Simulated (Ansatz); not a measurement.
## ¹⁸¹Ta nuclear quadrupole resonance in TaSi2

Cell: an entry of the Crystallography Open Database (COD), ions relaxed with PBE at fixed cell.

```cif
data_structure
_symmetry_space_group_name_H-M 'P 1'
_symmetry_Int_Tables_number 1
_cell_length_a 4.7800
_cell_length_b 4.7800
_cell_length_c 6.5640
_cell_angle_alpha 90.000
_cell_angle_beta 90.000
_cell_angle_gamma 120.000
_cell_volume 129.88
loop_
_atom_site_label
_atom_site_type_symbol
_atom_site_fract_x
_atom_site_fract_y
_atom_site_fract_z
_atom_site_occupancy
Ta1 Ta 0.50000 0.00000 0.50000 1
Ta2 Ta 0.50000 0.50000 0.83333 1
Ta3 Ta 0.00000 0.50000 0.16667 1
Si4 Si 0.15893 0.31786 0.50000 1
Si5 Si 0.84107 0.15893 0.83333 1
Si6 Si 0.68214 0.84107 0.16667 1
Si7 Si 0.84107 0.68214 0.50000 1
Si8 Si 0.15893 0.84107 0.83333 1
Si9 Si 0.31786 0.15893 0.16667 1
```

Sites (sets of like atoms) are named by element and the number of their first atom in this list.

All values are calculated (Ansatz; DFT, PBE, plane waves and PAW, scalar-relativistic, 420 eV cutoff, Γ-centred 8×8×5 k-points, Fermi–Dirac smearing 0.05 eV), not measured.

¹⁸¹Ta: I = 7/2, Q = 3170 mb (year-2017 value). Static lattice, zero field.

Question: At which frequencies do the ¹⁸¹Ta NQR lines lie?

Answer: For I = 7/2 and η = 0 the lines are |C_Q|/14 times 1, 2 and 3; η shifts the lowest up most.

```
site    atoms  V_zz (10²¹ V/m²)  C_Q (MHz)     η  line frequencies (MHz)
  Ta  1, 2, 3              6.45        494  0.89        65.1, 86.9, 96.9
```

The run finds no gap above 0.1 eV (a metal, or nearly one), so the gradients can move by 10 % or more with the k-mesh. Without spin–orbit coupling the gradients at and beside Ta can be off by some per cent, at some sites by more. With these PAW files V_zz is typically within 2 to 3 % of all-electron values, but misses above 10 % occur on Ta.
